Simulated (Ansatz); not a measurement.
PtS2 (anatase, I4_1/amd), PBE (plane waves, PAW; program Ansatz), all energies at zero smearing, with the estimated change up to a 700 eV cutoff added, with one set of potentials and settings (totals compare only within such a set). Cell of 6 atoms (2 Pt, 4 S): -28654.151 eV.

| element | reference phase | E (eV/atom) |
|---|---|---|
| Pt | Fm-3m, 1 atoms in the cell | -12523.0127 |
| S | Fddd, 32 atoms in the cell | -902.0599 |

Formation energy per atom, worked out: (-28654.151 − 2×(-12523.0127) − 4×(-902.0599))/6 = 0.019 eV/atom (2 kJ per mol of atoms), at 0 K, without zero-point energy or fitted corrections.

The cell is a constructed one: a structure type filled with these elements; neither database checked (COD, Materials Project) lists it. COD files the formula under space group No. 164, so this cell is another polymorph or a model. Its standing as an ambient phase is unchecked. The cell was relaxed with PBE under the symmetry of its start; whether a distortion lowers the energy is not shown. The run is not spin-polarised. The references are the lowest solids computed at this level, not always the standard phases. Scalar-relativistic: spin–orbit coupling is off unless named, which matters more the heavier the elements.

Potentials: the later of the program's two PAW sets.
